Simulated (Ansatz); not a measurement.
Data:

BeS:
Space group F-43m (No. 216); a = b = c = 4.868 Å, α = β = γ = 90.00°

```
atom  site  symmetry       x       y       z
----  ----  --------  ------  ------  ------
Be      4a      -43m  0.0000  0.0000  0.0000
S       4d      -43m  0.7500  0.7500  0.7500
```
(The calculation used a cell of 2 atoms; values per cell refer to that cell.)

This is the r²SCAN-relaxed structure.

Task: All from the program Ansatz at the r²SCAN level (PAW), unless another level is named. Give the electron effective mass.

Result: 0.29, 0.29, 0.79 mₑ (principal values).

Task: And the smallest direct gap on the standard path?

Result: 6.22 eV.

Task: What about the hole effective mass, band 3 of 3 at the edge?

Result: 0.34 along [100], 0.22 along [110], 0.20 along [111] (mₑ).

Task: Give the hole effective mass, band 2 of 3 at the edge.

Result: 0.57 along [100], 0.57 along [110], 1.3 along [111] (mₑ).

Task: And the conduction-band minimum?

Result: at X (3 equivalent valleys).

The r²SCAN relaxation kept the symmetry of its start.

Potentials: the earlier of the program's two PAW sets. The files were generated under PBE; for other functionals the program regenerates the frozen cores, and for LDA and PBEsol the local potential too.
